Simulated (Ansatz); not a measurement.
**Calculated coordination and Li-7 quadrupole coupling for Li7NbO6**

Cell: a Materials Project structure (computed, not necessarily an observed phase).

```cif
data_structure
_symmetry_space_group_name_H-M 'P 1'
_symmetry_Int_Tables_number 1
_cell_length_a 5.8945
_cell_length_b 5.8945
_cell_length_c 5.8945
_cell_angle_alpha 56.835
_cell_angle_beta 56.835
_cell_angle_gamma 56.835
_cell_volume 134.24
loop_
_atom_site_label
_atom_site_type_symbol
_atom_site_fract_x
_atom_site_fract_y
_atom_site_fract_z
_atom_site_occupancy
Li1 Li 0.27447 0.50657 0.87625 1
Li2 Li 0.06852 0.76440 0.51072 1
Li3 Li 0.51072 0.06852 0.76440 1
Li4 Li 0.34537 0.34537 0.34537 1
Li5 Li 0.50657 0.87625 0.27447 1
Li6 Li 0.87625 0.27447 0.50657 1
Li7 Li 0.76440 0.51072 0.06852 1
Nb8 Nb 0.99979 0.99979 0.99979 1
O9 O 0.11576 0.36066 0.76920 1
O10 O 0.20468 0.92840 0.62428 1
O11 O 0.62428 0.20468 0.92840 1
O12 O 0.36066 0.76920 0.11576 1
O13 O 0.76920 0.11576 0.36066 1
O14 O 0.92840 0.62428 0.20468 1
```

Atom numbers follow the list; atoms alike are taken as one site, whose name carries the number of the first.

Method: Kohn–Sham DFT in Ansatz, PBE, plane waves and PAW (field gradients read without the response of the frozen cores, which leaves them typically 4 to 6 % off), scalar-relativistic, 420 eV cutoff, Γ-centred 5×5×5 k-points, Fermi–Dirac smearing 0.02 eV.

Q(Li-7) = -40.10 mb.

**Question.** Rank these Li sites by |C_Q|, smallest first.
A. Li2: 4 O at 1.96–2.04 Å; also 1 O at 2.94 Å
B. Li4: 6 O at 2.12–2.40 Å; also 6 Li at 2.49–2.58 Å
C. Li1: 4 O at 1.90–2.03 Å; also 1 O at 2.95 Å

**Answer.** B (0.093 MHz, η = 0.00), C (0.147 MHz, η = 0.84), A (0.176 MHz, η = 0.12).

An axis of threefold or higher order runs through Li4, so V_zz lies along it and η is zero. Like point charges on the first shell alone (each adding as 1/d³) would give another order (Li4 < Li2 < Li1): the covalent part of each bond and the atoms beyond the first shell count as well.

The largest force is 0.3 eV/Å, so the atoms aren't at the calculated equilibrium and relaxing them would move these values.
